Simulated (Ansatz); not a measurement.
## Notes on Co3ReB2

```xyz
6
Lattice="4.8114 0.0000 0.0000 -2.4057 4.1668 0.0000 0.0000 0.0000 2.9148" Properties=species:S:1:pos:R:3 pbc="T T T"
Co    2.4057    0.0000    1.4574
Co    1.2028    2.0834    1.4574
Co   -1.2028    2.0834    1.4574
Re    0.0000    0.0000    0.0000
B    -0.0002    2.7780    0.0000
B     2.4054    1.3888    0.0000
```

Method: r2SCAN, no spin polarisation; PAW, plane waves to 500 eV, 8×8×11 Γ-centred mesh, fermi-dirac occupations (width 0.1 eV) (Ansatz 0.2.0), atoms fixed.

- Charges: Bader charges in e: Co -0.00, Re +0.48, B -0.24. In the mean Re gives up most and B takes most.
- At the Fermi level: It is a metal, with about 4.9 states/eV a cell as the mean within 0.25 eV of the Fermi level, mostly Co d (67 %) and Re d (26 %).
- Stress: The pressure is -12.9 GPa (compression positive), so with the atoms held at these fractions the cell would first shrink. The principal stresses -13.6, -13.6, -11.5 GPa differ, so its shape would change too.
- Formation energy: 0.10 eV an atom against the elements' usual phases (free molecules for gases, crystals otherwise, with no correction for O₂ or N₂), so at this geometry it isn't bound against them. Relaxing would lower it.

Origin: a known structure type with other elements, at an estimated volume, so it need not be a known compound. Caveats: no spin polarisation, so a magnetic state may lie lower.
